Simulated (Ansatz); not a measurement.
Input and command of a plane-wave DFT calculation in Ansatz:

```yaml
crystal:
  lattice:
    - [4.6856294868, 0.0, 0.0]
    - [0.0, 4.6856294868, 0.0]
    - [0.0, 0.0, 4.7443466483]
  atoms:
    - { symbol: Ge, position: [0.0, 0.0, 0.0] }
    - { symbol: Hg, position: [0.5, 0.5, 0.515] }
    - { symbol: Se, position: [0.5, 0.5, 0.975] }
    - { symbol: Se, position: [0.0, 0.5, 0.485] }
    - { symbol: Se, position: [0.5, 0.0, 0.485] }
basis:
  ecutwfc: 420
kpoints:
  mp_grid: { grid: [4, 4, 4] }
hamiltonian:
  xc: pbe
scf:
  occupations: { method: gaussian, width: 0.1 }
  lower_state_search: "off"
output:
  forces: true
  stress: true
  eigenvalues: true
relax:
  adjacent_minimum: "off"
  f_tol: 0.04
  max_steps: 70
  cell: { stress_tol: 0.4 }
```

```bash
ansatz run input.yaml --threads 1 --pin off --max-ram 2560MiB --backend cpu --events-out ev --progress --plain --runs-dir out
```

Processor: Intel(R) Xeon(R) Platinum 8488C (Sapphire Rapids), 1 thread, on a host shared with other jobs.

Problem. Estimate time, memory and problem size.

Solution. About 110 s on 1 thread of Intel(R) Xeon(R) Platinum 8488C (Sapphire Rapids), with other jobs on the host, peak memory 0.5 GiB. It solves 50 bands at 18 k points (the mesh reduced by symmetry) with about 2757 plane waves (on the last cell), in 109 SCF iterations over 17 ionic steps.
